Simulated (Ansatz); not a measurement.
This run works on a generated trial structure, not on a known crystal.

Input and command of a plane-wave DFT calculation in Ansatz:

```yaml
crystal:
  lattice:
    - [5.4352235191, 0.0, 0.0]
    - [-2.7127189322, 4.7306630778, 0.0]
    - [-0.0797911933, -3.0941481364, 5.3723046849]
  atoms:
    - { symbol: Li, position: [0.0407381121, 0.570295926, 0.5037640533] }
    - { symbol: Li, position: [0.4883219856, 0.0132979983, 0.4886930374] }
    - { symbol: Li, position: [0.0657802458, 0.1383617351, 0.5054525193] }
    - { symbol: Hf, position: [0.1036194955, 0.200073448, 0.0021079083] }
    - { symbol: Hf, position: [0.7495353598, 0.562246831, 0.0007723783] }
    - { symbol: Hf, position: [0.4706865628, 0.9289580621, 0.9983977482] }
    - { symbol: Pb, position: [0.5813182383, 0.5867659994, 0.5008123553] }
basis:
  ecutwfc: 420
kpoints:
  mp_grid: { grid: [4, 4, 4] }
hamiltonian:
  xc: pbe
scf:
  occupations: { method: gaussian, width: 0.1 }
  lower_state_search: "off"
output:
  forces: true
  stress: true
  eigenvalues: true
relax:
  adjacent_minimum: "off"
  f_tol: 0.04
  max_steps: 70
  cell: { stress_tol: 0.4 }
```

```bash
ansatz run input.yaml --threads 1 --pin off --max-ram 2560MiB --backend cpu --events-out ev --progress --plain --runs-dir out
```

Processor: Intel(R) Xeon(R) 6975P-C (Granite Rapids), 1 thread, on a host shared with other jobs.

Q: How long does it run, and how much memory does it take?

A: About 2 min, peak memory 0.58 GiB. It solves 61 bands at 36 k points (after reduction by symmetry) with about 2707 plane waves (on the last cell), in 72 SCF iterations over 9 ionic steps.
